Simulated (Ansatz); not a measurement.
The relaxed structure here is a generated cell of WSe2: the first start was made by placing the elements on the sites of a structure type, and the end was not matched to a known phase here, so it may be hypothetical. Known forms of WSe2 include space group No. 194.

The end point of a relaxation of WSe₂. Space group Pa-3 (No. 205). All values below come from r2SCAN (plane waves to 500 eV, PAW, scalar-relativistic; Ansatz, a quantum-chemistry and plane-wave program).

```xyz
12
Lattice="6.2733 0.0000 0.0000 0.0000 6.2733 0.0000 0.0000 0.0000 6.2733" Properties=species:S:1:pos:R:3 pbc="T T T"
W      0.0000     0.0000     0.0000
W      3.1366     3.1366     0.0000
W      0.0000     3.1366     3.1366
W      3.1366     0.0000     3.1366
Se     2.2932     2.2932     2.2932
Se     5.4299     0.8434     3.9800
Se     3.9800     5.4299     0.8434
Se     0.8434     3.9800     5.4299
Se     3.9800     3.9800     3.9800
Se     0.8434     5.4299     2.2932
Se     2.2932     0.8434     5.4299
Se     5.4299     2.2932     0.8434
```

Task: Estimate the magnetic moment that r2SCAN returns for this input.

Result: Net 0.67 μB/atom, ferromagnetic.

Spin state reached: ferromagnetic (net 0.67 μB/atom); other spin orders were not run from this start.

The run could not lose the symmetry of its start, so the end can be a saddle point.
